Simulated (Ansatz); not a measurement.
## NaWO3: do energies and stresses tell the same story?

All numbers below come from DFT PBEsol, scalar-relativistic, plane waves, PAW (Ansatz 0.2.0).

Cutoff 420 eV; k points 10×10×10 on the computed 5-atom cell (Γ-centred); Gaussian smearing, width 0.10 eV; no spin polarisation.

Relaxed cell: Pm-3m, a = 3.875 Å, b = 3.875 Å, c = 3.875 Å, α = 90.00°, β = 90.00°, γ = 90.00°, 5 atoms in the primitive cell. Whether it is the stable form of this composition wasn't checked.

Energies at zero smearing and pressures from the stress tensor, at volumes with shape and atoms relaxed:
```csv
V (Å³/atom),E − E(first) (meV/atom),P (GPa)
10.244,0.00,38.07
10.593,-69.52,26.09
10.942,-114.99,15.94
11.291,-140.06,7.32
11.641,-147.78,0.00
11.990,-140.83,-6.21
12.339,-121.33,-11.48
12.805,-79.23,-17.27
```

Check P = −dE/dV between neighbouring volumes, and get the bulk modulus from the pressures alone.

With 1 eV/Å³ = 160.2 GPa:
```csv
middle V (Å³/atom),−ΔE/ΔV (GPa),mean P (GPa)
10.418,31.894,32.080
10.768,20.862,21.012
11.117,11.501,11.627
11.466,3.543,3.660
11.815,-3.189,-3.103
12.164,-8.944,-8.842
12.572,-14.489,-14.372
```

The two differ by 0.19 GPa at most. The mean of two end pressures misses the average over a step by about ΔV² P″/12, up to 0.16 GPa here; with that taken off 0.03 GPa remains, from the smearing term (the stress is the derivative of the free energy), the finite cutoff, the mesh or the relaxation's tolerance. Around V = 11.641 Å³/atom, the two neighbours give B = −V ΔP/ΔV = 11.641 × 13.53 / 0.698 = 225.4 GPa, against B0 = 224.2 GPa from the Birch–Murnaghan fit of the energies.

Spin–orbit coupling is left out, which can shift energies with elements as heavy as these. Spin polarisation was left out, and a magnetic state may lie lower.

Symmetry holds off the tilts and polar distortions that many cubic perovskites undergo.